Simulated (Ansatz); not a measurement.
NaCoO2:
```xyz
4
Lattice="1.4449 0.8342 5.1219 -1.4449 0.8342 5.1219 0.0000 -1.6684 5.1219" Properties=species:S:1:pos:R:3 pbc="T T T"
Na     0.0000     0.0000     0.0000
Co     0.0000     0.0000     7.6828
O      0.0000     0.0000     3.5211
O      0.0000     0.0000    11.8445
```

Relaxed with PBEsol. Special points in fractions of this cell's reciprocal vectors: Γ (0.000, 0.000, 0.000); T (0.500, 0.500, 0.500); H2 (0.816, 0.184, 0.500); H0 (0.500, -0.184, 0.184); L (0.500, 0.000, 0.000); S0 (0.342, -0.342, 0.000); S2 (0.658, 0.000, 0.342); F (0.500, 0.000, 0.500).

Question: List the band energies nearest the valence-band maximum at these points for plane-wave PAW PBEsol (Ansatz code).

Answer: In eV from the valence-band maximum; about four levels below and three above (degenerate sets whole), none deeper than 8.9 eV; points with the same levels are listed once.

```tsv
k	below	above
Γ	-2.36 -2.36 -1.25 -1.25 -0.19	2.00 2.00 3.65
T	-2.42 -2.42 -1.25 -1.25 -0.08	2.04 2.04 5.38
H2	-3.97 -1.03 -0.38 -0.30	1.36 1.42 8.48
L	-3.68 -1.08 -0.71 -0.42	1.41 1.90 8.44
S0	-4.05 -1.04 -0.36 -0.32	1.36 1.42 8.59
F	-3.34 -1.21 -0.71 -0.43	1.54 1.91 7.04
```

Space group R-3m. The workflow started from a Materials Project entry (that database holds measured and hypothetical structures alike); the Crystallography Open Database copy checked does not list it. Whether it is the stable phase at ambient conditions was not checked. Symmetry was held in the PBEsol relaxation; whether a distortion lowers the energy is not shown. No spin polarisation was allowed. No Hubbard U is applied.

Potentials: the later of the program's two PAW sets.
